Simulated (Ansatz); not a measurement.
Method: DFT PBE, scalar-relativistic, plane waves, PAW in Ansatz 0.2.0. Settings: cutoff 420 eV, Γ-centred meshes spaced at most about 0.3 Å⁻¹, and about 0.25 Å⁻¹ or finer for metals (2π included), Gaussian smearing. No spin polarisation in the final relaxations.

Temperature and zero-point effects are left out.

Two forms of KRb2 were relaxed alike.

A.

```
K Rb
1.0
     4.89583    0.00000    0.00000
    -2.44792    4.23992    0.00000
     0.00000    0.00000   12.51891
K Rb
1 2
Direct
  0.00000 0.00000 0.00000
  0.33333 0.66667 0.31547
  0.33333 0.66667 0.68453
```

B.

```
K Rb
1.0
     2.48228    1.43314   12.03721
    -2.48228    1.43314   12.03721
     0.00000   -2.86629   12.03721
K Rb
1 2
Direct
  0.00000 0.00000 0.00000
  0.22438 0.22438 0.22438
  0.77562 0.77562 0.77562
```

Problem. Which is lower in energy, and by how much?

Solution. B is lower, by 16 meV/atom. A has space group P-6m2 (No. 187), 86.6 Å³/atom and no gap on its mesh; B has space group R-3m (No. 166), 85.6 Å³/atom and no gap. Counting all near atoms (those within 1.25 times the shortest distance at each site), A has K 12, Rb 10 and B has K 12, Rb 12. Both come from invented guesses.

Cells relaxed within their symmetry can be saddle points.
